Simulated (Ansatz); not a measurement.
Si:
```yaml
crystal:
  lattice:
    - [0.00000, 2.71685, 2.71685]
    - [2.71685, 0.00000, 2.71685]
    - [2.71685, 2.71685, 0.00000]
  atoms:
    - { symbol: Si, position: [0.50000, 0.50000, 0.50000] }
    - { symbol: Si, position: [0.75000, 0.75000, 0.75000] }
```

Relaxed with PBEsol. Special points in fractions of this cell's reciprocal vectors: Γ (0.000, 0.000, 0.000); X (0.500, 0.000, 0.500); U (0.625, 0.250, 0.625); K (0.375, 0.375, 0.750); L (0.500, 0.500, 0.500); W (0.500, 0.250, 0.750).

Problem. List the band energies nearest the valence-band maximum at these points for the program Ansatz at the PBEsol level (PAW).

Solution. In eV from the valence-band maximum; about four levels below and three above (degenerate sets whole), none deeper than 8.9 eV; points with the same levels are listed once.

| k | below | above |
|---|---|---|
| Γ | 0.00 0.00 0.00 | 2.52 2.52 2.52 |
| X | -7.82 -7.82 -2.87 -2.87 | 0.60 0.60 10.04 10.04 |
| U | -8.23 -7.23 -4.35 -2.44 | 1.10 4.04 7.41 |
| L | -7.00 -1.20 -1.20 | 1.46 3.28 3.28 |
| W | -7.65 -7.65 -3.90 -3.90 | 4.18 4.18 4.94 4.94 |

Space group Fd-3m (diamond). The cell was relaxed with PBEsol under the symmetry of its start.

Potentials: the later of the program's two PAW sets.
